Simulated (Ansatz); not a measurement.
## Sr-87 fingerprints of the forms of SrCaLaBiO6

Method: Kohn–Sham DFT in Ansatz, r2SCAN, plane waves and PAW, scalar-relativistic, 500 eV cutoff. Q(Sr-87) = 305.0 mb, I = 9/2. The cells come from the Materials Project (computed, not necessarily observed phases), with the atoms as given or relaxed (PBE, cell held). Calculated pressures reach 5 GPa in size and forces 0.5 eV/Å in them. Spin–orbit coupling is left out, which moves gradients at and beside heavy atoms (Bi, La) by some per cent and at some sites by far more.

Problem. Rank the structures by their largest Sr-87 |C_Q|, smallest first.
A.
SrCaLaBiO6
Space group P-4n2 (No. 118); a = 5.9771, c = 8.6366 Å.

```
site  Wyckoff  site symmetry       x       y       z
  Sr       2d           2.22  0.5000  0.0000  0.2500
  Ca       2b           -4..  0.0000  0.0000  0.5000
  La       2c           2.22  0.0000  0.5000  0.2500
  Bi       2a           -4..  0.0000  0.0000  0.0000
  O9       4e            2..  0.0000  0.0000  0.2436
 O13       8i              1  0.3200  0.1570  0.9866
```
B.
SrCaLaBiO6
Space group Pc (No. 7); a = 5.9068, b = 6.1288, c = 10.3574 Å, β = 124.69°.

| site | Wyckoff | site symmetry | x | y | z |
| --- | --- | --- | --- | --- | --- |
| Sr | 2a | 1 | 0.7637 | 0.7964 | 0.7513 |
| Ca | 2a | 1 | 0.4995 | 0.7542 | 0.0011 |
| La | 2a | 1 | 0.2358 | 0.3071 | 0.7545 |
| Bi | 2a | 1 | 0.9999 | 0.2471 | 0.0006 |
| O9 | 2a | 1 | 0.8928 | 0.9515 | 0.0658 |
| O10 | 2a | 1 | 0.1294 | 0.4753 | 0.4318 |
| O13 | 2a | 1 | 0.7662 | 0.4450 | 0.0522 |
| O14 | 2a | 1 | 0.2350 | 0.9354 | 0.4403 |
| O17 | 2a | 1 | 0.3404 | 0.6939 | 0.7376 |
| O18 | 2a | 1 | 0.6372 | 0.2022 | 0.7648 |

Solution. B (44.6 MHz), A (65.2 MHz).
